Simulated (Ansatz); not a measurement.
One crystal and one scan (frozen-phonon scan) at two levels, r2SCAN (plane waves to 500 eV, PAW, scalar-relativistic; Ansatz, a quantum-chemistry and plane-wave program) and PBE (plane waves to 420 eV, PAW, scalar-relativistic; Ansatz), each from its own relaxed cell and on its own mesh. The cell shown is that of r2SCAN.

BAs (zinc blende)

```xyz
4
Lattice="0.0000 4.7826 4.7826 2.3913 2.3913 4.7826 2.3913 2.3913 0.0000" Properties=species:S:1:pos:R:3 pbc="T T T"
As     3.5869     8.3695     8.3695
As     3.5869     5.9782     5.9782
B      0.0000     0.0000     0.0000
B      2.3913     4.7826     2.3913
```

A phonon eigenvector at X = (0.5, 0.5, 0.0) is frozen into this cell: atom i moves by Q times the vector below, so Q is the largest atomic displacement, in Å. The cell is held. It is one choice among 2 degenerate patterns. (q is in reciprocal vectors of the primitive cell; the cell shown is doubled to hold the pattern.)

| atom | x | y | z |
|---|---|---|---|
| As1 | -0.104 | 0.000 | 0.000 |
| As2 | 0.104 | 0.000 | 0.000 |
| B3 | 0.000 | 1.000 | 0.000 |
| B4 | 0.000 | -1.000 | 0.000 |

BAs was relaxed with its symmetry unable to fall. The PAW data are Ansatz's earlier set. Percentages come from the unrounded values.

Results of r2SCAN:

```
Property                                                                                                                                          Result
----------------------------------------------------------------------------------------  --------------------------------------------------------------
Lattice constant a (Å)                                                                                                                             4.783
Harmonic wavenumber from the curvature (finite differences) (cm⁻¹ (negative: imaginary))                                                             627
Shape of the curve                                                                        a single well with its minimum at or next to zero displacement
```

What does PBE give for the same quantities?


```csv
quantity,PBE,r2SCAN − PBE
Lattice constant a (Å),4.809,-0.026 (-0.6 %)
Harmonic wavenumber from the curvature (finite differences) (cm⁻¹ (negative: imaginary)),610,+17 (+2.8 %)
```

r2SCAN gives the higher value for: harmonic wavenumber from the curvature. r2SCAN gives the lower value for: lattice constant a. Both give the same shape of the curve: a single well with its minimum at or next to zero displacement.

(A displaced cell: forces are minus the slopes of the energy, force constants its curvatures, and phonons follow from these.)
